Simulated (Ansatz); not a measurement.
The guess for Ag₂I₃ was made by a generator: random cell by space group and Wyckoff sites (Pm-3m, No. 221). Lengths were set from tabulated atomic sizes, so they are only a guess.

```
Ag I
1.0
     5.95923    0.00000    0.00000
     0.00000    5.95923    0.00000
     0.00000    0.00000    5.95923
Ag I
2 3
Direct
  0.00000 0.00000 0.00000
  0.50000 0.50000 0.50000
  0.00000 0.50000 0.50000
  0.50000 0.00000 0.50000
  0.50000 0.50000 0.00000
```

The calculation used Ansatz 0.2.0, DFT PBE, scalar-relativistic, plane waves, PAW. Cutoff 420 eV, Gaussian smearing, Γ-centred meshes. Cell and atoms relax first on a coarse mesh and then on a finer one. In between, the cell is made exact in the group found at 0.06 Å. In metals the finer mesh still leaves noise of several meV/atom or more. The steps can't lower the symmetry of their start. No spin polarisation.

A guess keeps its type if space group and coordination stay and the shape of the cell changes little (axis ratios within about 15 %, angles within 6°); the volume may change.

Question: Does it keep its structure type, or change into something else?

Answer: It keeps its type: symmetry leaves only the cell edge free. The symmetry stays Pm-3m (No. 221). The volume per atom shrinks by 11.9 %, from 42.3 to 37.3 Å³. The shortest distance goes from 2.98 Å (Ag–I) to 2.86 Å (Ag–I). Counting neighbours within 15 % of an atom's shortest distance, the start has Ag 6/12, I 2 and the end Ag 6/12, I 2.

Energies over the elements count from the elements' standard structures at the same level, with no fitted energy shifts.

Question: At what energy does it end?

Answer: +0.21 eV/atom. The separate elements lie lower, so it is unstable against them.

The last run used an 8×8×8 mesh for its 5-atom cell and Gaussian smearing of 0.10 eV. Spin–orbit coupling, which can matter for I, is left out. An odd number of electrons in the primitive cell allows no gap without spin; a larger cell or a magnetic state could open one. The cell is a metal run without spin; a magnetic state may lie lower. The reference form of I is held partly by dispersion forces, which this level lacks. A structure relaxed within its symmetry needn't be a true minimum.

In counts of neighbours, a slash parts the counts of unlike sites.
